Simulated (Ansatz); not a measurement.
Relaxation of a generated cell, La2O3 placed in the stibnite structure type; 20 atoms in the cell, which starts as Pnma (No. 62), oP20; a = 10.273 Å, b = 3.487 Å, c = 10.221 Å, α = β = γ = 90.00°. All values below come from r2SCAN (plane waves to 500 eV, PAW, scalar-relativistic; Ansatz, a program for electronic structure). Γ-centred k-mesh 2×5×2 on the run's cell (coarser than for final values), Fermi–Dirac smearing 0.05 eV. This is the first round of the run. 

The optimiser's lines from the output (shortened; P is positive under compression):

```
relax step   1: F+E_penalty+E_count = -56975.82706642 eV  Δ(F+E_penalty+E_count) = +0.000e0 eV  max|allowed force component| = 3.040e0 eV/Å  Δτ_max = 0.0000 Å  P = -2.432 GPa  Ω = 366.116 Å³  (10 SCF iters, dr2 threshold 1.00e-7 eV, accepted)
relax step   2: F+E_penalty+E_count = -56978.33448542 eV  Δ(F+E_penalty+E_count) = -2.507e0 eV  max|allowed force component| = 1.321e0 eV/Å  Δτ_max = 0.1948 Å  P = -2.998 GPa  Ω = 356.329 Å³  (8 SCF iters, dr2 threshold 2.00e-6 eV, accepted)
relax step   3: F+E_penalty+E_count = -56979.99684298 eV  Δ(F+E_penalty+E_count) = -1.662e0 eV  max|allowed force component| = 1.227e0 eV/Å  Δτ_max = 0.1668 Å  P = +1.978 GPa  Ω = 329.502 Å³  (8 SCF iters, dr2 threshold 2.00e-6 eV, accepted)
relax step   4: F+E_penalty+E_count = -56980.63084663 eV  Δ(F+E_penalty+E_count) = -6.340e-1 eV  max|allowed force component| = 5.925e-1 eV/Å  Δτ_max = 0.1472 Å  P = +1.682 GPa  Ω = 317.204 Å³  (7 SCF iters, dr2 threshold 2.00e-6 eV, accepted)
relax step   5: F+E_penalty+E_count = -56980.82236810 eV  Δ(F+E_penalty+E_count) = -1.915e-1 eV  max|allowed force component| = 8.212e-2 eV/Å  Δτ_max = 0.0756 Å  P = -0.611 GPa  Ω = 320.880 Å³  (7 SCF iters, dr2 threshold 2.00e-6 eV, accepted)
relax step   6: F+E_penalty+E_count = -56980.82324204 eV  Δ(F+E_penalty+E_count) = -8.739e-4 eV  max|allowed force component| = 1.799e-1 eV/Å  Δτ_max = 0.0431 Å  P = +0.450 GPa  Ω = 317.782 Å³  (6 SCF iters, dr2 threshold 1.58e-6 eV, rejected (line search))
relax step   7: F+E_penalty+E_count = -56980.83814785 eV  Δ(F+E_penalty+E_count) = -1.578e-2 eV  max|allowed force component| = 1.767e-2 eV/Å  Δτ_max = 0.0216 Å  P = -0.037 GPa  Ω = 318.700 Å³  (11 SCF iters, accepted)
relax step   8: F+E_penalty+E_count = -56980.83868024 eV  Δ(F+E_penalty+E_count) = -5.324e-4 eV  max|allowed force component| = 1.988e-3 eV/Å  Δτ_max = 0.0054 Å  P = -0.001 GPa  Ω = 318.423 Å³  (6 SCF iters, dr2 threshold 1.95e-8 eV, accepted)
relax step   9: F+E_penalty+E_count = -56980.81722185 eV  Δ(F+E_penalty+E_count) = +2.146e-2 eV  max|allowed force component| = 2.268e-3 eV/Å  Δτ_max = 0.0000 Å  P = +0.025 GPa  Ω = 318.423 Å³  stress off target by 3.50e-2 GPa  SCF on the basis re-selected at this cell (its energy is not comparable with the rows above)  (8 SCF iters)
relax step  10: F+E_penalty+E_count = -56980.81721202 eV  Δ(F+E_penalty+E_count) = +9.831e-6 eV  max|allowed force component| = 2.818e-4 eV/Å  Δτ_max = 0.0004 Å  P = +0.002 GPa  Ω = 318.472 Å³  (6 SCF iters, dr2 threshold 3.06e-9 eV, accepted)
relax step  11: F+E_penalty+E_count = -56980.81721791 eV  Δ(F+E_penalty+E_count) = -5.884e-6 eV  max|allowed force component| = 2.831e-4 eV/Å  Δτ_max = 0.0000 Å  P = +0.002 GPa  Ω = 318.472 Å³  stress off target by 3.23e-3 GPa  SCF on the basis re-selected at this cell (its energy is not comparable with the rows above)  (4 SCF iters)
```

From the first to the last row the energy changes by -0.25 eV/atom and the volume by -13.0 %. The last row is marked as not comparable with the walk above it, whose basis was carried along; it does compare with step 1, since both stand on a basis selected at the nominal cutoff for their own cell.

Step 6 was rejected by the optimiser.

Later rounds, restarted from the end of this one on a renewed k-mesh, logged 2 more steps and released under 1 meV/atom more. The final structure after all rounds: Pnma (No. 62), oP20, AFLOW prototype A3B2_oP20_62_3c_2c (D5_8, as in Sb2S3); a = 9.4452 Å, b = 3.5781 Å, c = 9.4233 Å, α = β = γ = 90.00°. Between re-selections the logged energies stand on a plane-wave basis carried along with the cell. No spin polarisation in the result.

The run could not lose the symmetry of its start, so the end can be a saddle point.

The relaxed structure here is a generated cell of La2O3: the first start was made by placing the elements on the sites of a structure type, and the end was not matched to a known phase here, so it may be hypothetical. Known forms of La2O3 include space group No. 164.
